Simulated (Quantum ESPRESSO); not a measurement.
Ag3W2TiHf2, finding a planted mistake in a log

A calculation, not a measurement. The program is pw.x of Quantum ESPRESSO 7.5 (plane-wave density functional theory). The cell is made up: eight metal atoms on a face-centred cubic lattice, with elements, volume, strain and displacements drawn at random and not relaxed, so it may be unstable or far from any real phase. PseudoDojo standard norm-conserving files set the functional (PBE unless stated); there is no spin polarisation or spin-orbit coupling, the Fermi-Dirac width of 0.25 eV means electrons at about 2900 K, and the masses in the input are unused placeholders. Heavy elements are run without spin-orbit coupling, which real alloys of them have. A spin test at this wide smearing found no moment, but such smearing suppresses magnetism that the real alloy may have.

Intended input:

```
&control calculation='scf', pseudo_dir='./dojo.nc.sr.pbe.v0_5.standard.upf', outdir='./o', disk_io='minimal', tprnfor=.true., tstress=.true. /
&system ibrav=0, nat=8, ntyp=4, nbnd=77, ecutwfc=84.00895049, nosym=.true., tot_charge=0,
 occupations='smearing', smearing='fd', degauss=0.0183746611
/
&electrons conv_thr=1.470e-08, electron_maxstep=70, mixing_beta=0.5 /
ATOMIC_SPECIES
Ag 1.0 Ag.upf
Hf 1.0 Hf.upf
Ti 1.0 Ti.upf
W 1.0 W.upf
CELL_PARAMETERS angstrom
2.1359 4.2718 2.1359
2.1359 -4.2718 2.1359
2.1359 0.0 -6.4077
ATOMIC_POSITIONS angstrom
Ag -0.0344 -0.0428 0.0184
Ag 2.0799 -2.0734 0.0003
W 2.0994 0.003 -2.1184
Ti 4.2865 -2.0942 -2.0869
W 2.1256 -0.0216 2.164
Ag 2.1879 2.1131 -0.0253
Hf 4.2634 0.0369 0.0307
Hf 4.3046 2.1836 -2.0742
K_POINTS automatic
5 5 4 1 1 1
```

The log is shortened where brackets say so; the opening notice, blank lines, dates and the lines on written files are dropped, and the path of the files is cut. It prints rydbergs, bohrs and kilobars, and counts compression as positive stress. Its total energy is the free energy E - TS of the whole cell.

Log of the intended run:

```
     Program PWSCF v.7.5
     Parallel version (MPI & OpenMP), running on       4 processor cores
     Number of MPI processes:                 4
     Threads/MPI process:                     1
     [start-up lines left out]
     bravais-lattice index     =            0
     lattice parameter (alat)  =       9.8868  a.u.
     unit-cell volume          =    1052.1056 (a.u.)^3
     number of atoms/cell      =            8
     number of atomic types    =            4
     number of electrons       =       121.00
     number of Kohn-Sham states=           77
     kinetic-energy cutoff     =      84.0090  Ry
     charge density cutoff     =     336.0358  Ry
     scf convergence threshold =      1.5E-08
     mixing beta               =       0.5000
     number of iterations used =            8  plain     mixing
     Exchange-correlation= PBE
                           (   1   4   3   4   0   0   0)
     [axes and pseudopotential details left out]
   Cartesian axes
     site n.     atom                  positions (alat units)
         1        Ag     tau(   1) = (  -0.0065751  -0.0081806   0.0035169  )
         2        Ag     tau(   2) = (   0.3975447  -0.3963023   0.0000573  )
         3        W      tau(   3) = (   0.4012718   0.0005734  -0.4049034  )
         4        Ti     tau(   4) = (   0.8193063  -0.4002779  -0.3988826  )
         5        W      tau(   5) = (   0.4062796  -0.0041285   0.4136192  )
         6        Ag     tau(   6) = (   0.4181874   0.4038904  -0.0048358  )
         7        Hf     tau(   7) = (   0.8148910   0.0070529   0.0058679  )
         8        Hf     tau(   8) = (   0.8227659   0.4173655  -0.3964552  )
     number of k points=    50  Fermi-Dirac smearing, width (Ry)=  0.0184
                       cart. coord. in units 2pi/alat
        k(    1) = (   0.2602583   0.0000000  -0.0153093), wk =   0.0400000
        k(    2) = (   0.4133514   0.0000000  -0.1684024), wk =   0.0400000
     [further k points left out]
     Dense  grid:   109401 G-vectors     FFT dimensions: (  60,  60,  75)
     Estimated max dynamical RAM per process >     420.55 MB
     Estimated total dynamical RAM >       1.56 GB
     Initial potential from superposition of free atoms
     starting charge     120.9923, renormalised to     121.0000
     Starting wfcs are   80 randomized atomic wfcs
     total cpu time spent up to now is        6.2 secs
     per-process dynamical memory:   330.8 Mb
     Self-consistent Calculation
     iteration #  1     ecut=    84.01 Ry     beta= 0.50
     Davidson diagonalization with overlap
     ethr =  1.00E-02,  avg # of iterations =  3.3
     total cpu time spent up to now is       22.1 secs
     total energy              =   -1575.99465977 Ry
     estimated scf accuracy    <       2.90770073 Ry
     iteration #  2     ecut=    84.01 Ry     beta= 0.50
     Davidson diagonalization with overlap
     ethr =  2.40E-03,  avg # of iterations =  3.1
     total cpu time spent up to now is       39.0 secs
     total energy              =   -1576.62900119 Ry
     estimated scf accuracy    <      10.89304886 Ry
     [iterations 3 to 14 left out]
     iteration # 15     ecut=    84.01 Ry     beta= 0.50
     Davidson diagonalization with overlap
     ethr =  3.36E-10,  avg # of iterations =  2.0
     total cpu time spent up to now is      230.2 secs
     total energy              =   -1577.68041132 Ry
     estimated scf accuracy    <       0.00000009 Ry
     iteration # 16     ecut=    84.01 Ry     beta= 0.50
     Davidson diagonalization with overlap
     ethr =  7.54E-11,  avg # of iterations =  1.4
     total cpu time spent up to now is      242.8 secs
     End of self-consistent calculation
     [lines on levels left out]
!    total energy              =   -1577.68041132 Ry
     estimated scf accuracy    <       0.00000001 Ry
     smearing contrib. (-TS)   =      -0.13715328 Ry
     internal energy E=F+TS    =   -1577.54325804 Ry
     The total energy is F=E-TS. E is the sum of the following terms:
     one-electron contribution =    -591.69513804 Ry
     hartree contribution      =     347.87595546 Ry
     xc contribution           =    -279.04232304 Ry
     ewald contribution        =   -1054.68175242 Ry
     convergence has been achieved in  16 iterations
     Forces acting on atoms (cartesian axes, Ry/au):
     atom    1 type  1   force =     0.01228363    0.01137682   -0.01130586
     atom    2 type  1   force =     0.00803124   -0.00751319    0.00316806
     atom    3 type  4   force =     0.04656273    0.00442080   -0.03916173
     atom    4 type  3   force =     0.00896906   -0.00834587   -0.01563874
     atom    5 type  4   force =    -0.04958148    0.00941545    0.05507993
     atom    6 type  1   force =    -0.02723956    0.00304882    0.01522095
     atom    7 type  2   force =    -0.01422504   -0.00690426    0.02079982
     atom    8 type  2   force =     0.01519941   -0.00549858   -0.02816241
     Total force =     0.113824     Total SCF correction =     0.000480
     Computing stress (Cartesian axis) and pressure
          total   stress  (Ry/bohr**3)                   (kbar)     P=      -77.01
  -0.00052055  -0.00001638   0.00007479          -76.57       -2.41       11.00
  -0.00001638  -0.00056404  -0.00002207           -2.41      -82.97       -3.25
   0.00007479  -0.00002207  -0.00048587           11.00       -3.25      -71.47
     init_run     :      5.83s CPU      6.09s WALL (       1 calls)
     electrons    :    231.49s CPU    236.62s WALL (       1 calls)
     forces       :      2.55s CPU      2.58s WALL (       1 calls)
     stress       :      8.68s CPU      8.88s WALL (       1 calls)
     [timing details left out]
     PWSCF        :   4m 8.65s CPU   4m14.33s WALL
     JOB DONE.
```

A second run was made from an input with one planted mistake. Its log:

```
     Program PWSCF v.7.5
     Parallel version (MPI & OpenMP), running on       4 processor cores
     Number of MPI processes:                 4
     Threads/MPI process:                     1
     [start-up lines left out]
     bravais-lattice index     =            0
     lattice parameter (alat)  =       9.8868  a.u.
     unit-cell volume          =    1052.1056 (a.u.)^3
     number of atoms/cell      =            8
     number of atomic types    =            4
     number of electrons       =       121.00
     number of Kohn-Sham states=           77
     kinetic-energy cutoff     =      84.0090  Ry
     charge density cutoff     =     336.0358  Ry
     scf convergence threshold =      1.5E-08
     mixing beta               =       0.5000
     number of iterations used =            8  plain     mixing
     Exchange-correlation= SLA  PW   NOGX NOGC
                           (   1   4   0   0   0   0   0)
     [axes and pseudopotential details left out]
   Cartesian axes
     site n.     atom                  positions (alat units)
         1        Ag     tau(   1) = (  -0.0065751  -0.0081806   0.0035169  )
         2        Ag     tau(   2) = (   0.3975447  -0.3963023   0.0000573  )
         3        W      tau(   3) = (   0.4012718   0.0005734  -0.4049034  )
         4        Ti     tau(   4) = (   0.8193063  -0.4002779  -0.3988826  )
         5        W      tau(   5) = (   0.4062796  -0.0041285   0.4136192  )
         6        Ag     tau(   6) = (   0.4181874   0.4038904  -0.0048358  )
         7        Hf     tau(   7) = (   0.8148910   0.0070529   0.0058679  )
         8        Hf     tau(   8) = (   0.8227659   0.4173655  -0.3964552  )
     number of k points=    50  Fermi-Dirac smearing, width (Ry)=  0.0184
                       cart. coord. in units 2pi/alat
        k(    1) = (   0.2602583   0.0000000  -0.0153093), wk =   0.0400000
        k(    2) = (   0.4133514   0.0000000  -0.1684024), wk =   0.0400000
     [further k points left out]
     Dense  grid:   109401 G-vectors     FFT dimensions: (  60,  60,  75)
     Estimated max dynamical RAM per process >     420.55 MB
     Estimated total dynamical RAM >       1.56 GB
     Initial potential from superposition of free atoms
     starting charge     120.9939, renormalised to     121.0000
     Starting wfcs are   80 randomized atomic wfcs
     total cpu time spent up to now is        6.3 secs
     per-process dynamical memory:   321.5 Mb
     Self-consistent Calculation
     iteration #  1     ecut=    84.01 Ry     beta= 0.50
     Davidson diagonalization with overlap
     ethr =  1.00E-02,  avg # of iterations =  3.3
     total cpu time spent up to now is       23.0 secs
     total energy              =   -1576.16585896 Ry
     estimated scf accuracy    <       2.88590527 Ry
     iteration #  2     ecut=    84.01 Ry     beta= 0.50
     Davidson diagonalization with overlap
     ethr =  2.39E-03,  avg # of iterations =  3.1
     total cpu time spent up to now is       43.4 secs
     total energy              =   -1576.78112147 Ry
     estimated scf accuracy    <      10.95939774 Ry
     [iterations 3 to 14 left out]
     iteration # 15     ecut=    84.01 Ry     beta= 0.50
     Davidson diagonalization with overlap
     ethr =  2.91E-10,  avg # of iterations =  2.0
     total cpu time spent up to now is      321.2 secs
     total energy              =   -1577.83876344 Ry
     estimated scf accuracy    <       0.00000008 Ry
     iteration # 16     ecut=    84.01 Ry     beta= 0.50
     Davidson diagonalization with overlap
     ethr =  6.23E-11,  avg # of iterations =  2.0
     total cpu time spent up to now is      338.6 secs
     End of self-consistent calculation
     [lines on levels left out]
!    total energy              =   -1577.83876345 Ry
     estimated scf accuracy    <          6.7E-09 Ry
     smearing contrib. (-TS)   =      -0.13864817 Ry
     internal energy E=F+TS    =   -1577.70011528 Ry
     The total energy is F=E-TS. E is the sum of the following terms:
     one-electron contribution =    -593.30048045 Ry
     hartree contribution      =     347.23466696 Ry
     xc contribution           =    -276.95254937 Ry
     ewald contribution        =   -1054.68175242 Ry
     convergence has been achieved in  16 iterations
     Forces acting on atoms (cartesian axes, Ry/au):
     atom    1 type  1   force =     0.00988494    0.00836369   -0.00898741
     atom    2 type  1   force =     0.00598189   -0.00527674    0.00216178
     atom    3 type  4   force =     0.04493031    0.00179171   -0.03946198
     atom    4 type  3   force =     0.00813877   -0.00654801   -0.01476342
     atom    5 type  4   force =    -0.04885737    0.00667090    0.05287785
     atom    6 type  1   force =    -0.01981447    0.00267859    0.01142915
     atom    7 type  2   force =    -0.01563227   -0.00555447    0.02165484
     atom    8 type  2   force =     0.01536821   -0.00212566   -0.02491081
     Total force =     0.107640     Total SCF correction =     0.000447
     Computing stress (Cartesian axis) and pressure
          total   stress  (Ry/bohr**3)                   (kbar)     P=     -176.47
  -0.00119525  -0.00001739   0.00007620         -175.83       -2.56       11.21
  -0.00001739  -0.00123900  -0.00002349           -2.56     -182.26       -3.45
   0.00007620  -0.00002349  -0.00116458           11.21       -3.45     -171.32
     init_run     :      5.96s CPU      6.22s WALL (       1 calls)
     electrons    :    325.35s CPU    332.31s WALL (       1 calls)
     forces       :      2.65s CPU      2.67s WALL (       1 calls)
     stress       :     11.59s CPU     11.84s WALL (       1 calls)
     [timing details left out]
     PWSCF        :   5m45.71s CPU   5m53.21s WALL
     JOB DONE.
```

Question: the log repeats what the program read. Compare it with the intended run: what was wrong in the second input?

Answer: the files are those of another functional. The input lines that differ:

```
- &control calculation='scf', pseudo_dir='./dojo.nc.sr.pbe.v0_5.standard.upf', outdir='./o', disk_io='minimal', tprnfor=.true., tstress=.true. /
+ &control calculation='scf', pseudo_dir='./dojo.nc.sr.lda.v0_4_1.standard.upf', outdir='./o', disk_io='minimal', tprnfor=.true., tstress=.true. /
```

|  | intended run | run with the mistake |
| --- | --- | --- |
| free energy (eV) | -21465.436 | -21467.590 |
| entropy term -TS, part of it (eV) | -1.866 | -1.886 |
| pressure (GPa) | -7.70 | -17.65 |
| size of the largest force component (eV/Å) | 1.416 | 1.360 |
| largest change of a force component (eV/Å) |  | 0.191 |
| iterations | 16 | 16 |

For scale, a rerun of the intended cell at a higher cutoff and on a denser mesh moved values by no more than 0.002 eV in energy, 0.03 GPa in stress and 0.003 eV/Å in force, and a second program with other atomic files agreed on that cell to 2 % rms in force and 0.5 GPa in pressure. Files of another functional or element have another zero of energy, so the energy change says nothing on stability.